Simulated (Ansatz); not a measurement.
Relaxed-ion elastic tensor of CsCl (rock salt, space group No. 225) in GPa (Voigt order), LDA in the plane-wave PAW code Ansatz; density 3.66 g/cm³, 38.22 Å³ per atom.

```
46.6   5.8   5.8   0.0   0.0   0.0
 5.8  46.6   5.8   0.0   0.0   0.0
 5.8   5.8  46.6   0.0   0.0   0.0
 0.0   0.0   0.0   3.2   0.0   0.0
 0.0   0.0   0.0   0.0   3.2   0.0
 0.0   0.0   0.0   0.0   0.0   3.2
```

Is the crystal mechanically stable?

Yes: the smallest eigenvalue of C is 3.2 GPa.

Work out the Voigt, Reuss and Hill averages.

K_V = 19.4, K_R = 19.4, K_H = 19.4; G_V = 10.1, G_R = 4.9, G_H = 7.5 GPa.

Give Young's modulus, Poisson's ratio, Pugh's ratio and the universal anisotropy index.

E = 9KG/(3K + G) = 19.9 GPa; ν = 0.33; K/G = 2.59 (ductile by the Pugh limit of 1.75); A_U = 5G_V/G_R + K_V/K_R − 6 = 5.35.

Estimate the sound speeds and the Debye temperature.

v_l = √((K + 4G/3)/ρ) = 2830 m/s, v_t = √(G/ρ) = 1430 m/s, mean 1600 m/s; Θ = (h/k)(3n/4πV)^(1/3) v_m = 142 K.

Give the Zener ratio and Young's modulus along [100], [110] and [111].

A = 2C44/(C11 − C12) = 0.16; 1/E = S11 − 2(S11 − S12 − S44/2)Γ with Γ = 0, 1/4, 1/3 gives 45.3, 11.5, 9.2 GPa.

Solve the Christoffel equation for the three sound speeds along [100], [110], [111].

Eigenvalues of C_ijkl n_j n_l equal ρv². In km/s, slowest first: [100] 0.94, 0.94, 3.57; [110] 0.94, 2.36, 2.84; [111] 2.00, 2.00, 2.55.

Space group Fm-3m (rock salt). The first step of the workflow began from a Materials Project structure, measured or hypothetical; the Crystallography Open Database files this formula in space group No. 225, but the cells were not matched. It is not the phase usual at ambient conditions (space group No. 221). Symmetry was held in the LDA relaxation; phonons on a q-mesh show no instability. Spin–orbit coupling is left out wherever it is not named.

Potentials: the later of the program's two PAW sets.
